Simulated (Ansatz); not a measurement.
YIn:
```cif
data_InY
_chemical_formula_sum 'In1 Y1'
_space_group_name_H-M_alt 'Pm-3m'
_space_group_IT_number 221
_space_group_name_Hall '-P 4 2 3'
_cell_length_a 3.75605
_cell_length_b 3.75605
_cell_length_c 3.75605
_cell_angle_alpha 90.000
_cell_angle_beta 90.000
_cell_angle_gamma 90.000
loop_
_atom_site_label
_atom_site_type_symbol
_atom_site_symmetry_multiplicity
_atom_site_Wyckoff_symbol
_atom_site_fract_x
_atom_site_fract_y
_atom_site_fract_z
_atom_site_occupancy
In1 In 1 a 0.00000 0.00000 0.00000 1
Y1 Y 1 b 0.50000 0.50000 0.50000 1
```

Relaxed with r²SCAN.

Tabulate the valence density and the electron localisation function along the shortest In–Y contact (3.25 Å), the program Ansatz at the r²SCAN level (PAW).



| distance from In (Å) | density (e/Å³) | ELF |
|---|---|---|
| 0.33 | 8.50 | 0.01 |
| 0.49 | 5.14 | 0.05 |
| 0.65 | 2.62 | 0.17 |
| 0.81 | 1.18 | 0.27 |
| 0.98 | 0.56 | 0.27 |
| 1.14 | 0.32 | 0.26 |
| 1.30 | 0.22 | 0.34 |
| 1.46 | 0.17 | 0.37 |
| 1.63 | 0.14 | 0.25 |
| 1.79 | 0.13 | 0.12 |
| 1.95 | 0.16 | 0.09 |
| 2.11 | 0.28 | 0.20 |
| 2.28 | 0.60 | 0.55 |
| 2.44 | 1.27 | 0.79 |
| 2.60 | 2.31 | 0.85 |
| 2.76 | 3.32 | 0.83 |
| 2.93 | 3.68 | 0.69 |

The density is the valence pseudo-density with augmentation charge, so density and ELF within about 1 Å of a nucleus are not all-electron values.

The workflow started from an entry of the Crystallography Open Database (COD). Whether it is the stable phase at ambient conditions was not checked. Symmetry was held in the r²SCAN relaxation; its stability against distortions is not shown here. No spin polarisation was allowed.

Potentials: the later of the program's two PAW sets.
